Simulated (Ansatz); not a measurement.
KRb$_{2}$TlF$_{6}$:
```yaml
crystal:
  lattice:
    - [0.00000, 4.67452, 4.67452]
    - [4.67452, 0.00000, 4.67452]
    - [4.67452, 4.67452, 0.00000]
  atoms:
    - { symbol: K, position: [0.50000, 0.50000, 0.50000] }
    - { symbol: Rb, position: [0.75000, 0.75000, 0.75000] }
    - { symbol: Rb, position: [0.25000, 0.25000, 0.25000] }
    - { symbol: Tl, position: [0.00000, 0.00000, 0.00000] }
    - { symbol: F, position: [0.76962, 0.23038, 0.23038] }
    - { symbol: F, position: [0.23038, 0.76962, 0.76962] }
    - { symbol: F, position: [0.23038, 0.76962, 0.23038] }
    - { symbol: F, position: [0.76962, 0.23038, 0.76962] }
    - { symbol: F, position: [0.23038, 0.23038, 0.76962] }
    - { symbol: F, position: [0.76962, 0.76962, 0.23038] }
```

Relaxed with HSE06. Special points in fractions of this cell's reciprocal vectors: Γ (0.000, 0.000, 0.000); X (0.500, 0.000, 0.500); U (0.625, 0.250, 0.625); K (0.375, 0.375, 0.750); L (0.500, 0.500, 0.500); W (0.500, 0.250, 0.750).

**Question.** List the band energies nearest the valence-band maximum at these points for HSE06 in the plane-wave PAW code Ansatz.

**Answer.** In eV from the valence-band maximum; about four levels below and three above (degenerate sets whole), none deeper than 8.9 eV; points with the same levels are listed once.

```
k                          below                  above
-  -----------------------------  ---------------------
Γ  -0.76 -0.76 -0.76 -0.22 -0.22  5.78 9.46 10.35 10.35
X  -1.01 -1.01 -0.77 -0.37 -0.22        6.55 9.30 10.62
U        -0.95 -0.81 -0.29 -0.10        6.62 9.59 10.04
L    -0.88 -0.88 -0.85 0.00 0.00        6.61 9.24 10.51
W        -0.86 -0.86 -0.33 -0.07         6.63 9.85 9.85
```

Space group Fm-3m. The workflow started from a Materials Project entry (that database holds measured and hypothetical structures alike); the Crystallography Open Database copy checked does not list it. Its standing as an ambient phase is unchecked. Symmetry was held in the HSE06 relaxation; its stability against distortions is not shown here. The hybrid was solved on a coarse mesh, the path and, where they were found, the r²SCAN edge points; its band edges are the extreme levels among these. Spin–orbit coupling is left out wherever it is not named.

Potentials: the later of the program's two PAW sets.
